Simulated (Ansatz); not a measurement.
Level of theory: DFT PBE, scalar-relativistic, plane waves, PAW in Ansatz 0.2.0. Settings: cutoff 420 eV, Γ-centred meshes spaced at most about 0.3 Å⁻¹, and about 0.25 Å⁻¹ or finer for metals (2π included), Gaussian smearing. No spin polarisation in the final relaxations.

All energies are static (0 K, no zero-point motion).

Two forms of GaBiTe2Se were relaxed alike.

A. Space group P-6m2 (No. 187), hexagonal, a = 5.334 Å, c = 6.300 Å. Ga has 3 Se at 3.08 Å and 5 Te at 3.08–3.15 Å; Bi has 5 Te at 3.08–3.15 Å; around Te on its first site lie 3 Se at 3.08 Å, 3 Ga at 3.08 Å and 2 Bi at 3.15 Å; around Te on its second site lie 3 Bi at 3.08 Å and 2 Ga at 3.15 Å; Se is surrounded by 3 Ga at 3.08 Å and 3 Te at 3.08 Å.

B. Space group I-4m2 (No. 119), tetragonal, a = 6.106 Å, c = 10.989 Å. Ga has 2 Te at 2.72 Å; Bi is surrounded by 4 Te at 3.05 Å; around Te lie 1 Ga at 2.72 Å, 1 Se at 2.77 Å and 2 Bi at 3.05 Å; Se is surrounded by 2 Te at 2.77 Å.

Question: Which would you expect to be lower, and how large is the difference?

Answer: A is lower, by 238 meV/atom. A has space group P-6m2 (No. 187), 31.0 Å³/atom and no gap on its mesh; B has space group I-4m2 (No. 119), 41.0 Å³/atom and no gap. Counting Se or Te atoms around Bi and Ga (for each partner element, those within 1.25 times its shortest distance or 1.15 times the sum of covalent radii, where it is the nearest in units of that sum or under 1.3; the shortest distance is added where it exceeds 1.18 times the sum of covalent radii), A has Ga 8 from 3.1 Å, Bi 5 and B has Ga 2, Bi 4. The denser one is the lower, and pressure would at first widen the difference. Even the lower one lies +0.05 eV/atom against the reference forms of the elements (uncorrected), so neither is stable at this level. Both come from invented guesses. A third cell relaxed alike, in P3m1, lies 149 meV/atom below the lower of the two.

Spin–orbit coupling, which can matter for Bi and Te, is left out. Cells relaxed within their symmetry can be saddle points.
